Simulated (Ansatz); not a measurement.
AgBr:
```
CELL_PARAMETERS angstrom
      0.00000     2.83716     2.83716
      2.83716     0.00000     2.83716
      2.83716     2.83716     0.00000
ATOMIC_POSITIONS crystal
  Ag 0.50000 0.50000 0.50000
  Br 0.00000 0.00000 0.00000
```

Relaxed with PBEsol. Special points in fractions of this cell's reciprocal vectors: Γ (0.000, 0.000, 0.000); X (0.500, 0.000, 0.500); U (0.625, 0.250, 0.625); K (0.375, 0.375, 0.750); L (0.500, 0.500, 0.500); W (0.500, 0.250, 0.750).

List the band energies nearest the valence-band maximum at these points for the program Ansatz at the PBEsol level (PAW).

In eV from the valence-band maximum; about four levels below and three above (degenerate sets whole), none deeper than 8.9 eV; … stands for higher levels left out; points with the same levels are listed once.

```
k                                            below           above
-  -----------------------------------------------  --------------
Γ  -2.98 -2.98 -2.98 -2.98 -2.98 -2.08 -2.08 -2.08          0.50 …
X                          -2.80 -2.52 -2.52 -2.40  1.39 6.85 9.04
U                          -2.57 -2.34 -2.15 -1.31  2.82 6.68 8.14
L                      -2.63 -2.63 -2.27 0.00 0.00  3.45 6.57 6.57
W                          -2.50 -2.43 -2.43 -1.67     3.75 7.01 …
```

Space group Fm-3m (rock salt). The cell was relaxed with PBEsol under the symmetry of its start. The run is not spin-polarised. Scalar-relativistic: spin–orbit coupling is off unless named, which matters more the heavier the elements.

Potentials: the later of the program's two PAW sets.
